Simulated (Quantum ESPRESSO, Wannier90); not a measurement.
Wannier functions of AlRu (CsCl type)

Structure: Materials Project mp-542569, symmetrised, not relaxed again. COD (Crystallography Open Database) has an entry of this formula and space group (matched by these alone). Level: LDA, no spin polarisation, no spin-orbit coupling; pw.x of Quantum ESPRESSO at 71 Ry with PseudoDojo potentials, 10×10×10 k-points, Wannier90. Density: 14×14×14 mesh, cold smearing 0.01 Ry.

On the energy scale of pw.x, whose zero is arbitrary, the Fermi level lies at 16.09 eV.

Input w.win:

```
num_bands = 3
num_wann = 3
exclude_bands = 1,5-26
num_iter = 800
conv_tol = 1.0e-6
conv_window = 4
write_hr = true
write_u_matrices = true
auto_projections = true
begin unit_cell_cart
ang
    2.9825000000    0.0000000000    0.0000000000
    0.0000000000    2.9825000000    0.0000000000
    0.0000000000    0.0000000000    2.9825000000
end unit_cell_cart
begin atoms_frac
Al   0.0000000000  0.0000000000  0.0000000000
Ru   0.5000000000  0.5000000000  0.5000000000
end atoms_frac
mp_grid = 10 10 10
begin kpoints
0.0000000000 0.0000000000 0.0000000000
0.0000000000 0.0000000000 0.1000000000
0.0000000000 0.0000000000 0.2000000000
... (997 more lines: the 10x10x10 mesh through Gamma)
end kpoints
```

Input of pw2wannier90.x that gives the overlap and projection files (equivalent; here they were cut from one run over all bands):

```
&inputpp
  outdir = './out'
  prefix = 'pwscf'
  seedname = 'w'
  write_amn = .true.
  write_mmn = .true.
  atom_proj = .true.
  atom_proj_exclude = 1 2 3 4 5 9 10 11 12 13 14
/
```

Output w.wout (banner and timings cut):

```
                                    ------
                                    SYSTEM
                                    ------

                              Lattice Vectors (Ang)
                    a_1     2.982500   0.000000   0.000000
                    a_2     0.000000   2.982500   0.000000
                    a_3     0.000000   0.000000   2.982500

                   Unit Cell Volume:      26.53025  (Ang^3)

                        Reciprocal-Space Vectors (Ang^-1)
                    b_1     2.106684   0.000000   0.000000
                    b_2     0.000000   2.106684   0.000000
                    b_3     0.000000   0.000000   2.106684

 *----------------------------------------------------------------------------*
 |   Site       Fractional Coordinate          Cartesian Coordinate (Ang)     |
 +----------------------------------------------------------------------------+
 | al   1   0.00000   0.00000   0.00000   |    0.00000   0.00000   0.00000    |
 | ru   1   0.50000   0.50000   0.50000   |    1.49125   1.49125   1.49125    |
 *----------------------------------------------------------------------------*
                                ------------
                                K-POINT GRID
                                ------------

             Grid size = 10 x 10 x 10      Total points = 1000

 *---------------------------------- MAIN ------------------------------------*
 |  Number of Wannier Functions               :                 3             |
 |  Number of Objective Wannier Functions     :                 3             |
 |  Number of input Bloch states              :                 3             |
 |  Output verbosity (1=low, 5=high)          :                 1             |
 |  Timing Level (1=low, 5=high)              :                 1             |
 |  Optimisation (0=memory, 3=speed)          :                 3             |
 |  Length Unit                               :               Ang             |
 |  Post-processing setup (write *.nnkp)      :                 F             |
 |  Using Gamma-only branch of algorithms     :                 F             |
 *----------------------------------------------------------------------------*
 *------------------------------- WANNIERISE ---------------------------------*
 |  Total number of iterations                :               800             |
 |  Number of CG steps before reset           :                 5             |
 |  Trial step length for line search         :             2.000             |
 |  Convergence tolerence                     :         0.100E-05             |
 |  Convergence window                        :                 4             |
 |  Iterations between writing output         :                 1             |
 |  Iterations between backing up to disk     :               100             |
 |  Write r^2_nm to file                      :                 F             |
 |  Write xyz WF centres to file              :                 F             |
 |  Write on-site energies <0n|H|0n> to file  :                 F             |
 |  Use guiding centre to control phases      :                 F             |
 |  Use phases for initial projections        :                 F             |
 *----------------------------------------------------------------------------*
 *-------------------------------- PLOTTING ----------------------------------*
 |  Plotting Hamiltonian in WF basis          :                 T             |
 *----------------------------------------------------------------------------*

       ... (k-mesh section left out)

 Starting a new Wannier90 calculation ...

 Reading overlaps from w.mmn

 Reading projections from w.amn

 *------------------------------- WANNIERISE ---------------------------------*
 +--------------------------------------------------------------------+<-- CONV
 | Iter  Delta Spread     RMS Gradient      Spread (Ang^2)            |<-- CONV
 +--------------------------------------------------------------------+<-- CONV

 ------------------------------------------------------------------------------
 Initial State
  WF centre and spread    1  (  1.491250,  1.491250,  1.491250 )     0.41405854
  WF centre and spread    2  (  1.491250,  1.491250,  1.491250 )     0.41405854
  WF centre and spread    3  (  1.491250,  1.491250,  1.491250 )     0.41405854
  Sum of centres and spreads (  4.473750,  4.473750,  4.473750 )     1.24217563

      0     0.124E+01     0.0000000000        1.2421756298  <-- CONV
        O_D=      0.0000000 O_OD=      0.0000010 O_TOT=      1.2421756 <-- SPRD
 ------------------------------------------------------------------------------
      1    -0.133E-14     0.0000004215        1.2421756298  <-- CONV
        O_D=      0.0000000 O_OD=      0.0000010 O_TOT=      1.2421756 <-- SPRD
      2    -0.266E-14     0.0000004209        1.2421756298  <-- CONV
        O_D=      0.0000000 O_OD=      0.0000010 O_TOT=      1.2421756 <-- SPRD
      3    -0.400E-14     0.0000004198        1.2421756298  <-- CONV
        O_D=      0.0000000 O_OD=      0.0000010 O_TOT=      1.2421756 <-- SPRD
      4    -0.511E-14     0.0000004181        1.2421756298  <-- CONV
        O_D=      0.0000000 O_OD=      0.0000010 O_TOT=      1.2421756 <-- SPRD
             <<<     Delta < 1.000E-06  over  4 iterations     >>>
             <<< Wannierisation convergence criteria satisfied >>>
 Final State
  WF centre and spread    1  (  1.491250,  1.491250,  1.491250 )     0.41405854
  WF centre and spread    2  (  1.491250,  1.491250,  1.491250 )     0.41405854
  WF centre and spread    3  (  1.491250,  1.491250,  1.491250 )     0.41405854
  Sum of centres and spreads (  4.473750,  4.473750,  4.473750 )     1.24217563

         Spreads (Ang^2)       Omega I      =     1.242174656
        ================       Omega D      =     0.000000000
                               Omega OD     =     0.000000974
    Final Spread (Ang^2)       Omega Total  =     1.242175630
```
